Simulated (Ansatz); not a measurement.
# Cu (Fm-3m), one atom moved along a line

Method: DFT PBEsol, scalar-relativistic, plane waves, PAW (Ansatz 0.2.0). The runs took a 420 eV cutoff, a Γ-centred 12×12×12 mesh and Gaussian smearing (0.15 eV). No spin polarisation. Energies are free energies at this smearing, counted from the undisturbed cell; pressure is positive in compression.

The starting cell (as given, not relaxed at this level; it stands at -6.5 GPa):

```xyz
8
Lattice="3.6150 0.0000 3.6150 0.0000 -3.6150 3.6150 3.6150 -3.6150 0.0000" Properties=species:S:1:pos:R:3 pbc="T T T"
Cu    1.8075   -1.8075    0.0000
Cu    1.8075   -3.6150    1.8075
Cu    3.6150   -1.8075    1.8075
Cu    3.6150   -3.6150    3.6150
Cu    0.0000    0.0000    0.0000
Cu    0.0000   -1.8075    1.8075
Cu    1.8075    0.0000    1.8075
Cu    1.8075   -1.8075    3.6150
```

Atom 1 (Cu) is moved by x along the Cartesian unit vector (0.000, 0.000, -1.000); the cell and all other atoms stay fixed. The cell is metallic on the mesh throughout.

| x (Å) | ΔE (meV/cell) |
| --- | --- |
| -0.6000 | 1314.1 |
| -0.3600 | 437.4 |
| -0.1200 | 46.3 |
| 0.0000 | 0.0 |
| 0.1800 | 105.0 |
| 0.2400 | 188.8 |
| 0.3000 | 299.0 |
| 0.4200 | 605.9 |
| 0.4800 | 806.8 |
| 0.5400 | 1042.2 |

(1) Predict the pressure (GPa) at each point.

## Answers

(1)
```tsv
x (Å)	pressure (GPa)
-0.6000	1.3
-0.3600	-3.7
-0.1200	-6.2
0.0000	-6.5
0.1800	-5.8
0.2400	-5.3
0.3000	-4.6
0.4200	-2.7
0.4800	-1.5
0.5400	-0.2
```

Cost: 10 runs of about 24 core-minutes in all, on Arm Neoverse V2 (shared hosts).